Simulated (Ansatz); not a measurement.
MgO2:
```
MgO2
1.0
    4.84108     0.00000     0.00000
    0.00000     4.84108     0.00000
    0.00000     0.00000     4.84108
Mg O
4 8
Direct
  0.00000   0.50000   0.50000
  0.50000   0.50000   0.00000
  0.50000   0.00000   0.50000
  0.00000   0.00000   0.00000
  0.41163   0.08837   0.91163
  0.58837   0.91163   0.08837
  0.08837   0.91163   0.41163
  0.91163   0.08837   0.58837
  0.91163   0.41163   0.08837
  0.08837   0.58837   0.91163
  0.58837   0.58837   0.58837
  0.41163   0.41163   0.41163
```

Cartesian axes are those of the cell as given.

Give the high-frequency dielectric tensor and the Born effective charge tensors of the independent atoms from DFPT, PBEsol in the plane-wave PAW code Ansatz.


ε∞:
```
3.05  0.00  0.00
0.00  3.05  0.00
0.00  0.00  3.05
```
Z* of atom 1 (Mg), rows: field, columns: displacement, in e:
```
 2.04  -0.16  -0.10
 0.10   2.04  -0.16
 0.16   0.10   2.04
```
Z* of atom 5 (O), rows: field, columns: displacement, in e:
```
-1.02  -0.09   0.06
-0.06  -1.02  -0.09
 0.09  -0.06  -1.02
```

Space group Pa-3. The workflow started from a Materials Project entry (that database holds measured and hypothetical structures alike); the Crystallography Open Database copy checked does not list it. Its standing as an ambient phase is unchecked. The cell was relaxed with PBEsol under the symmetry of its start; whether a distortion lowers the energy is not shown.

Potentials: the later of the program's two PAW sets.
